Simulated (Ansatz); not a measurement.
Relaxed-ion elastic tensor of Rb (simple cubic, Pm-3m) in GPa (Voigt order), PBE in the plane-wave PAW code Ansatz; density 1.44 g/cm³, 98.83 Å³ per atom.

```
 6.4   0.0   0.0   0.0   0.0   0.0
 0.0   6.4   0.0   0.0   0.0   0.0
 0.0   0.0   6.4   0.0   0.0   0.0
 0.0   0.0   0.0  -1.0   0.0   0.0
 0.0   0.0   0.0   0.0  -1.0   0.0
 0.0   0.0   0.0   0.0   0.0  -1.0
```

Q: Is the crystal mechanically stable?

A: No: the smallest eigenvalue of C is -1.0 GPa.

A made-up cell: these elements were put on the sites of a structure type; neither database checked (COD, Materials Project) lists it. It is not the phase usual at ambient conditions (space group No. 229). The PBE relaxation kept the symmetry of its start. At this level the phase is mechanically unstable. As this level gives no gap, shear constants depend on the k-mesh and smearing (Fermi–Dirac, 0.1 eV here).

Potentials: the later of the program's two PAW sets.
